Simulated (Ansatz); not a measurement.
# MgTl: an elastic constant from a strain scan

Level of theory: DFT PBEsol, scalar-relativistic, plane waves, PAW (Ansatz 0.2.0). Settings: plane waves to 420 eV, k-mesh 14×14×14 (Γ-centred), Gaussian smearing 0.15 eV. Spin–orbit coupling is left out, which can shift energies with elements as heavy as these. No spin polarisation. Energies are free energies at this smearing, counted from the undisturbed cell; pressure is positive in compression.

Zero of the scan (as given, not relaxed at this level; it stands at -0.6 GPa, and it needn't be the usual structure):

```
Mg Tl
1.0
     3.63500    0.00000    0.00000
     0.00000    3.63500    0.00000
     0.00000    0.00000    3.63500
Mg Tl
1 1
Direct
  0.00000 0.00000 0.00000
  0.50000 0.50000 0.50000
```

The cell is strained by ε times the Voigt pattern (0, 0, 0, 1, 0, 0) (xx, yy, zz, yz, xz, xy; engineering shear) with fractional coordinates fixed. The cell holds 2 atoms in V0 = 48.03 Å³. The stress column is τ = (1/V0) dE/dε, got from the stress tensor σ (compression positive) at each point as −det(1 + εP) σ : P(1 + εP)⁻¹, with P the pattern as a tensor.

```
      ε  ΔE (meV/atom)  τ (GPa)
-0.1312         11.681   -1.382
-0.1125          8.169   -1.128
-0.0937          5.333   -0.887
-0.0750          3.183   -0.648
-0.0562          1.677   -0.427
-0.0375          0.726   -0.261
-0.0187          0.180   -0.128
 0.0000          0.000    0.000
 0.0187          0.180    0.128
 0.0375          0.726    0.261
 0.0562          1.677    0.427
 0.0750          3.183    0.648
 0.0937          5.333    0.887
 0.1125          8.169    1.128
 0.1312         11.681    1.382
 0.1500              ?        ?
```

Problem. Which combination of elastic constants does this scan measure, and how large is it?

Solution. For small ε, τ = τ0 + Kε with K = pᵀCp, which for this pattern is C44 in the cubic axes. The parabola through τ at ε = -0.0187, 0 and 0.0187 has slope K = 6.9 GPa at zero. The energies per cell, E = NΔE, of the same two points give K = 2[E(ε₊)/ε₊ − E(ε₋)/ε₋]/[(ε₊ − ε₋)V0] = 6.9 GPa, in agreement. The start is under stress, which shifts K from the elastic constant by about the size of that stress.

Problem. Predict the withheld row at ε = 0.1500 from the harmonic law, and compare.

Solution. ΔE = V0(τ0 ε + Kε²/2)/N = 11.565 meV/atom and τ = 1.03 GPa. The calculation gives 15.980 meV/atom and 1.68 GPa: the energy lies 38 % above the harmonic value.

In a metal these slopes depend on the k mesh and the smearing.